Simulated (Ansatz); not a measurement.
Values for one crystal, relaxed and computed with DFT-r²SCAN in the program Ansatz with PAW potentials; other levels are named.

```yaml
volume_per_atom: 12.79 Å³
electronic_character: metallic (no gap)
Formation energy from the elements (no fitted shifts): -0.72 eV/atom
Density of states at the Fermi level: 0.52 states/eV per atom (mean over ±0.08 eV)
```

**Question.** Pick the material that matches.
(A) Co2Si, Pnma (Si on 4c, Co on 4c, Co on 4c)
(B) TiTeAs, Immm (Ti on 4j, As on 4g, Te on 4i)
(C) Ti4Si7Ni4, I4/mmm (Pearson symbol tI60)
(D) BaAs2Rh2, I4/mmm (Ba on 2a, As on 4e, Rh on 4d)

**Answer.** C, Ti4Si7Ni4, I4/mmm (Pearson symbol tI60)

The first step of the workflow began from a Materials Project structure, measured or hypothetical; the Crystallography Open Database copy checked does not list it. Whether it is the stable phase at ambient conditions was not checked. Symmetry was held in the r²SCAN relaxation; whether a distortion lowers the energy is not shown. The run is not spin-polarised. The references are the lowest solids computed at this level, not always the standard phases.

Potentials: the later of the program's two PAW sets.
